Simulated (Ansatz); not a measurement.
Hf (β-Sn type, space group No. 141) under volume change, PBE (plane waves, PAW; program Ansatz), shape and atoms relaxed at each volume.

```
V (Å³/atom)  E − E(relaxed) (meV/atom)  P (GPa)
-----------  -------------------------  -------
21.224                            58.3     9.57
21.924                            24.7     5.92
22.623                             5.9     2.75
23.323                             0.0     0.00
24.023                             5.4    -2.40
24.722                            20.5    -4.49
25.422                            44.2    -6.32
```

Question: What does a third-order Birch–Murnaghan fit give for V₀, B₀ and B′?

Answer: V₀ = 23.32 Å³/atom, B₀ = 85.7 GPa, B′ = 3.6.

Space group I4_1/amd (β-Sn type). A made-up cell: these elements were put on the sites of a structure type; neither database checked (COD, Materials Project) lists it. It is not the phase usual at ambient conditions (space group No. 194). The cell was relaxed with PBE under the symmetry of its start. At this level the phase is dynamically unstable (imaginary phonons). No spin polarisation was allowed. Scalar-relativistic: spin–orbit coupling is off unless named, which matters more the heavier the elements.

Potentials: the later of the program's two PAW sets.
